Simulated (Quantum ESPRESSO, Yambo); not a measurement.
**Li$_{2}$PtH$_{6}$: DFT and GW levels**

Space group Fm-3m (No. 225); a = 6.650 Å, b = 6.650 Å, c = 6.650 Å, α = 90.00°, β = 90.00°, γ = 90.00°

| atom | site | symmetry | x | y | z |
|---|---|---|---|---|---|
| H | 24e | 4m.m | 0.0000 | 0.0000 | 0.2452 |
| Li | 8c | -43m | 0.2500 | 0.2500 | 0.2500 |
| Pt | 4a | m-3m | 0.0000 | 0.0000 | 0.0000 |
(The calculation used a cell of 9 atoms; values per cell refer to that cell.)

The geometry is that of Materials Project entry mp-1078552, symmetrised and not relaxed again.

Starting point: norm-conserving PBEsol (Quantum ESPRESSO, 84 Ry, scalar-relativistic). G0W0 in Yambo: 4×4×4 Γ-centred k mesh, bands 7 to 135 and a 8 Ry block in the screening, 135 bands in G with the Bruneval-Gonze terminator, plasmon pole fitted at 27.2 eV.

- PBEsol gap along the band path: 2.69 eV
- PBEsol gap between the mesh's edge points ((0, 0.25, -0.25) → X): 2.86 eV
- G0W0 gap between the same points: 4.79 eV
- PBEsol smallest direct gap on the mesh (at X): 4.41 eV
- G0W0 direct gap at that point: 6.47 eV
- estimate of the fundamental G0W0 gap (path gap plus the correction; the mesh misses a band edge): 4.62 eV

```
k point           band  E PBEsol (eV)  E QP (eV)  shift (eV)     Z
----------------  ----  -------------  ---------  ----------  ----
Γ                   VB          -0.27      -1.50       -1.23  0.81
Γ                   CB           6.53       7.33        0.80  0.84
L                   VB          -0.02      -1.22       -1.20  0.81
L                   CB           5.42       6.32        0.90  0.82
(0, 0.25, -0.25)    VB           0.00      -1.16       -1.16  0.81
(0, 0.25, -0.25)    CB           5.39       6.18        0.79  0.82
X                   VB          -1.55      -2.84       -1.29  0.81
X                   CB           2.86       3.63        0.77  0.83
W                   VB          -1.58      -2.67       -1.09  0.80
W                   CB           4.67       5.37        0.71  0.82
```

Energies count from the PBEsol valence-band maximum.

Nearest settings tried, and what they do to the gap: 1 Ry block (27 vectors against 229): -263 meV. Not varied: bands in G, bands in W, mesh. So the settings aren't converged at that level.

Without spin-orbit coupling, band edges of such heavy elements can be off by tenths of an eV.

The structure is a Materials Project entry; no match was found in the copy of COD used, and its stability was not checked.
